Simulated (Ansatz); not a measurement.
LaOF:
```
CELL_PARAMETERS angstrom
      4.07652     0.00000     0.00000
      0.00000     4.07652     0.00000
      0.00000     0.00000     5.82562
ATOMIC_POSITIONS crystal
  La 0.50000 0.00000 0.71558
  La 0.00000 0.50000 0.28442
  O  0.00000 0.00000 0.50000
  O  0.50000 0.50000 0.50000
  F  0.50000 0.50000 0.00000
  F  0.00000 0.00000 0.00000
```

Relaxed with r²SCAN. Special points in fractions of this cell's reciprocal vectors: Γ (0.000, 0.000, 0.000); X (0.000, 0.500, 0.000); M (0.500, 0.500, 0.000); Z (0.000, 0.000, 0.500); R (0.000, 0.500, 0.500); A (0.500, 0.500, 0.500).

Problem. List the band energies nearest the valence-band maximum at these points for r²SCAN in the plane-wave PAW code Ansatz.

Solution. In eV from the valence-band maximum; about four levels below and three above (degenerate sets whole), none deeper than 8.9 eV; points with the same levels are listed once.

| k | below | above |
|---|---|---|
| Γ | -1.44 -1.44 -1.22 -0.35 -0.35 | 5.41 5.45 5.72 |
| X | -1.27 -1.27 -0.43 -0.43 | 5.37 5.37 6.01 6.01 6.01 6.01 |
| M | -0.55 -0.55 -0.33 -0.33 | 5.17 5.17 5.77 5.77 |
| Z | -1.50 -1.50 -0.22 -0.22 | 5.45 5.75 5.93 |
| R | -1.11 -1.11 -0.57 -0.57 | 5.49 5.49 5.95 5.95 |
| A | -0.56 -0.56 -0.36 -0.36 | 5.05 5.05 5.87 5.87 |

Space group P4/nmm. The workflow started from a Materials Project entry (that database holds measured and hypothetical structures alike); the Crystallography Open Database copy checked does not list it. COD files the formula under space group No. 166. Its standing as an ambient phase is unchecked. The cell was relaxed with r²SCAN under the symmetry of its start; whether a distortion lowers the energy is not shown. Spin–orbit coupling is left out wherever it is not named.

Potentials: the later of the program's two PAW sets.
